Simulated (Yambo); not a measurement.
Yambo run on N (space group P6_3/mmc, No. 194). The wavefunctions are norm-conserving PBEsol (Quantum ESPRESSO, 84 Ry, scalar-relativistic) ones on a 3×3×2 mesh (10 occupied bands); a = b = 3.7993 Å, c = 7.4196 Å, α = β = 90.00°, γ = 120.00°.

Yambo input:

```
rim_cut
gw0
dyson
el_el_corr
HF_and_locXC
cohsex
em1s
RandQpts= 1000000
RandGvec= 1 Ry
EXXRLvcs= 84 Ry
VXCRLvcs= 336 Ry
Chimod= "HARTREE"
% BndsRnXs
 1 | 184 |
%
NGsBlkXs= 8 Ry
% LongDrXs
 1.0 | 1.0 | 1.0 |
%
ExtendOut
% QPkrange
 1 | 1 | 10 | 10 |
 3 | 3 | 10 | 11 |
 5 | 5 | 11 | 11 |
%
```

k points by index: 1 = Γ, 3 = (0, 0.333, 0), 5 = K.

Table of the .qp output:

```
#    K-point    Band    Eo [eV]    E [eV]    E-Eo [eV]    Vxc [eV]    Vnlxc [eV]    Sc|Eo [eV]    Re(Z)    Im(Z)
#
    1    10    0.000000    -5.569067    -5.569067    -17.48234    -23.85684    0.805433    1.000000    0.000000
    3    10    -0.045482    -5.630468    -5.584986    -17.48806    -23.88997    0.816930    1.000000    0.000000
    3    11    7.272302    9.876244    2.603943    -14.15127    -8.144516    -3.402807    1.000000    0.000000
    5    11    7.076920    9.651801    2.574882    -13.81195    -7.949749    -3.287320    1.000000    0.000000
```
(The two width columns are left out.) Convergence of these settings isn't established.

Geometry relaxed with PBE+D3(BJ).

The structure is a Materials Project entry; no match was found in the copy of COD used, and its stability was not checked.
